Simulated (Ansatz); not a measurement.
A distorted cell of Li2O (anti-fluorite):

```xyz
3
Lattice="0.0000 2.3458 2.3458 2.3458 0.0000 2.3458 2.3458 2.3458 0.0000" Properties=species:S:1:pos:R:3 pbc="T T T"
O      0.0000     0.0000     0.0000
Li     1.1729     1.1729     1.1729
Li     3.5187     3.5187     3.5187
```

The numbers are results of r2SCAN (plane waves to 500 eV, PAW, scalar-relativistic; Ansatz, a program for electronic structure), not measurements. k mesh 12×12×12 (Γ-centred), Fermi-Dirac smearing 0.05 eV. E stands for the smeared free energy. Stress and pressure are positive under compression. Li2O was relaxed with its symmetry unable to fall.

Problem. What is the stress tensor (GPa)?

Solution. 
```
   -5.8      0.0      0.0
    0.0     -5.8      0.0
    0.0      0.0     -5.8
```
The pressure, a third of the trace, is -5.8 GPa.

Problem. It is the relaxed cell scaled evenly to V/V₀ = 1.080, atoms relaxed where free. What is its energy relative to the relaxed cell?

Solution. 12.2 meV/atom.

(A scan under strain: stresses follow from slopes of the energy per volume, elastic moduli from its curvatures.)
